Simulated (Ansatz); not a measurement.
A relaxation computed with Ansatz, from input to last step.

```yaml
crystal:
  lattice:
    - [3.4209980822, 0.0, 0.0]
    - [-1.7104990411, 2.9626712455, 0.0]
    - [0.0, 0.0, 5.3225173208]
  atoms:
    - { symbol: Zn, position: [0.0, 0.0, 0.0] }
    - { symbol: Zn, position: [0.3333333333, 0.6666666667, 0.645] }
    - { symbol: Zn, position: [0.6666666667, 0.3333333333, 0.355] }
    - { symbol: B, position: [0.3333333333, 0.6666666667, 0.245] }
    - { symbol: B, position: [0.6666666667, 0.3333333333, 0.755] }
basis:
  ecutwfc: 420
kpoints:
  mp_grid: { grid: [6, 6, 4] }
hamiltonian:
  xc: pbe
scf:
  occupations: { method: gaussian, width: 0.1 }
  lower_state_search: "off"
output:
  forces: true
  stress: true
  eigenvalues: true
relax:
  adjacent_minimum: "off"
  f_tol: 0.04
  max_steps: 70
  cell: { stress_tol: 0.4 }
```

```bash
ansatz run input.yaml --threads 1 --pin off --max-ram 2560MiB --backend cpu --events-out ev --progress --plain --runs-dir out
```

Method: DFT PBE, scalar-relativistic, plane waves, PAW in Ansatz.

Of 7 frames 7 are shown, positions in Å and forces in eV/Å; the SCF threshold varies from step to step. Steps run on the plane waves of an earlier cell, with a Pulay correction in the pressure. The basis is chosen afresh for the last frame, the zero of the energies, and at times for earlier ones too; energy and pressure step there, also at an unchanged geometry. Here that happened at step 7 (-3 meV/atom, 0.2 GPa); the frames before carry an error of that size.

```xyz
5
Lattice="3.4210 0.0000 0.0000 -1.7105 2.9627 0.0000 0.0000 0.0000 5.3225" Properties=species:S:1:pos:R:3:forces:R:3 pbc="T T T" step=1 free_energy_over_end_meV_per_atom=141.32 pressure_GPa=21.16
Zn    0.0000    0.0000    0.0000    0.0000    0.0000    0.0000
Zn    0.0000    1.9751    3.4330    0.0000    0.0000    0.7674
Zn    1.7105    0.9876    1.8895    0.0000    0.0000   -0.7674
B     0.0000    1.9751    1.3040    0.0000    0.0000   -0.8512
B     1.7105    0.9876    4.0185    0.0000    0.0000    0.8512
5
Lattice="3.5435 0.0000 0.0000 -1.7717 3.0687 0.0000 0.0000 0.0000 5.2686" Properties=species:S:1:pos:R:3:forces:R:3 pbc="T T T" step=2 free_energy_over_end_meV_per_atom=46.69 pressure_GPa=9.29
Zn    0.0000    0.0000    0.0000    0.0000    0.0000    0.0000
Zn    0.0000    2.0458    3.4357    0.0000    0.0000    0.6082
Zn    1.7717    1.0229    1.8329    0.0000    0.0000   -0.6082
B     0.0000    2.0458    1.2722    0.0000    0.0000   -0.6062
B     1.7717    1.0229    3.9963    0.0000    0.0000    0.6062
5
Lattice="3.6872 0.0000 0.0000 -1.8436 3.1932 0.0000 0.0000 0.0000 5.0426" Properties=species:S:1:pos:R:3:forces:R:3 pbc="T T T" step=3 free_energy_over_end_meV_per_atom=8.37 pressure_GPa=2.31
Zn    0.0000    0.0000    0.0000    0.0000    0.0000    0.0000
Zn    0.0000    2.1288    3.3673    0.0000    0.0000    0.0693
Zn    1.8436    1.0644    1.6753    0.0000    0.0000   -0.0693
B     0.0000    2.1288    1.1489    0.0000    0.0000   -0.0444
B     1.8436    1.0644    3.8937    0.0000    0.0000    0.0444
5
Lattice="3.6788 0.0000 0.0000 -1.8394 3.1859 0.0000 0.0000 0.0000 5.1544" Properties=species:S:1:pos:R:3:forces:R:3 pbc="T T T" step=4 free_energy_over_end_meV_per_atom=3.36 pressure_GPa=0.42
Zn    0.0000    0.0000    0.0000    0.0000    0.0000    0.0000
Zn    0.0000    2.1240    3.4344    0.0000    0.0000    0.0517
Zn    1.8394    1.0620    1.7200    0.0000    0.0000   -0.0517
B     0.0000    2.1240    1.1883    0.0000    0.0000   -0.0282
B     1.8394    1.0620    3.9660    0.0000    0.0000    0.0282
5
Lattice="3.6675 0.0000 0.0000 -1.8338 3.1762 0.0000 0.0000 0.0000 5.2118" Properties=species:S:1:pos:R:3:forces:R:3 pbc="T T T" step=5 free_energy_over_end_meV_per_atom=3.07 pressure_GPa=0.03
Zn    0.0000    0.0000    0.0000    0.0000    0.0000    0.0000
Zn    0.0000    2.1175    3.4721    0.0000    0.0000    0.0097
Zn    1.8338    1.0587    1.7396    0.0000    0.0000   -0.0097
B     0.0000    2.1175    1.2034    0.0000    0.0000   -0.0095
B     1.8338    1.0587    4.0083    0.0000    0.0000    0.0095
5
Lattice="3.6758 0.0000 0.0000 -1.8379 3.1834 0.0000 0.0000 0.0000 5.1859" Properties=species:S:1:pos:R:3:forces:R:3 pbc="T T T" step=6 free_energy_over_end_meV_per_atom=2.93 pressure_GPa=-0.03
Zn    0.0000    0.0000    0.0000    0.0000    0.0000    0.0000
Zn    0.0000    2.1222    3.4594    0.0000    0.0000   -0.0050
Zn    1.8379    1.0611    1.7265    0.0000    0.0000    0.0050
B     0.0000    2.1222    1.1950    0.0000    0.0000    0.0065
B     1.8379    1.0611    3.9909    0.0000    0.0000   -0.0065
5
Lattice="3.6758 0.0000 0.0000 -1.8379 3.1834 0.0000 0.0000 0.0000 5.1859" Properties=species:S:1:pos:R:3:forces:R:3 pbc="T T T" step=7 free_energy_over_end_meV_per_atom=0.00 pressure_GPa=0.14
Zn    0.0000    0.0000    0.0000    0.0000    0.0000    0.0000
Zn    0.0000    2.1222    3.4594    0.0000    0.0000   -0.0029
Zn    1.8379    1.0611    1.7265    0.0000    0.0000    0.0029
B     0.0000    2.1222    1.1950    0.0000    0.0000    0.0098
B     1.8379    1.0611    3.9909    0.0000    0.0000   -0.0098
```

The start puts this composition into another compound's structure type, which needn't suit it. At the end the space group is P-3m1 (tolerance 0.05 Å).

The run took 21 s on 1 thread of Arm Neoverse V1, on a shared host, peak memory 0.33 GiB.

The k mesh is coarse.